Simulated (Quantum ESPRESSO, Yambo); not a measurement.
# Levels of theory for the gap of AgCl

AgCl (rock salt, space group Fm-3m, No. 225): one geometry, one set of norm-conserving PBEsol (Quantum ESPRESSO, 82 Ry, with spin-orbit coupling) orbitals, self-energies from Yambo (4×4×4 Γ-centred k mesh, bands 9 to 200 and a 10 Ry block in the screening, 200 bands in G with the Bruneval-Gonze terminator, plasmon pole fitted at 27.2 eV).

Cell and atoms were relaxed with PBEsol from Materials Project entry mp-22922, within its symmetry.

```tsv
level	gap L → Γ (eV)	direct gap at Γ (eV)	rough Yambo cost
PBEsol (Quantum ESPRESSO)	0.69	3.20	–
exchange only (Hartree-Fock self-energy on PBEsol orbitals)	10.11	14.47	about 1/10 (11 states)
static COHSEX@PBEsol	2.72	5.47	within a factor of two (3 states)
G0W0@PBEsol, plasmon pole	2.24	4.94	1 (11 states)
```

Bare exchange has no screening and gives the widest gap; static COHSEX screens it but leaves out the frequency dependence, which G0W0 restores.

Costs are rough ratios of core time on shared machines.

Nearest settings tried, and what they do to the gap: 4 Ry block (51 vectors against 169): -91 meV. Not varied: bands in G, bands in W, mesh. So the settings aren't converged at that level.
